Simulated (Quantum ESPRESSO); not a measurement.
## Kohn-Sham bands of Te (Pmc2₁)

```
CELL_PARAMETERS angstrom
      3.13077     0.00000     0.00000
      0.00000     4.74291     0.00000
      0.00000     0.00000     8.98561
ATOMIC_POSITIONS crystal
  Te 0.50000 0.54527 0.76081
  Te 0.50000 0.45473 0.26081
  Te 0.50000 0.98747 0.00919
  Te 0.50000 0.01253 0.50919
```

Materials Project entry mp-1178952; symmetrised, unrelaxed at this level. Not found in the COD (Crystallography Open Database) copy used, which has the formula in other groups; not checked further. Method: PBEsol plane waves in Quantum ESPRESSO 7.5 (PseudoDojo norm-conserving files, 64 Ry, spinors with spin-orbit coupling), Bloch states on a 6×4×4 mesh through Γ, Wannier90 4.0.1. Density: 10×8×4 mesh, cold smearing 0.01 Ry. With spin-orbit coupling a semilocal functional can close or falsely invert a small gap; the band order was not checked against a better method.

Energies are relative to the Fermi level; weights are on the orthonormalised atomic waves of the pseudopotential files, averaged over the group. 64 electrons a cell are treated as valence.

| bands | from (eV) | to (eV) | filling | weight on atomic waves |
|---|---|---|---|---|
| 1–16 | -38.03 | -37.95 | filled | ___ |
| 17–40 | -36.58 | -36.46 | filled | ___ |
| 41–48 | -13.50 | -8.26 | filled | ___ |

Problem. Which atomic shells make up each group?

Solution. 
- 1–16, weight on atomic waves: Te 4d 100 %
- 17–40, weight on atomic waves: Te 4d 100 %
- 41–48, weight on atomic waves: Te 5s 89 %, Te 5p 11 %

No gap over 0.05 eV opens at the Fermi level at this level of theory; semilocal functionals close the gap of some real semiconductors.
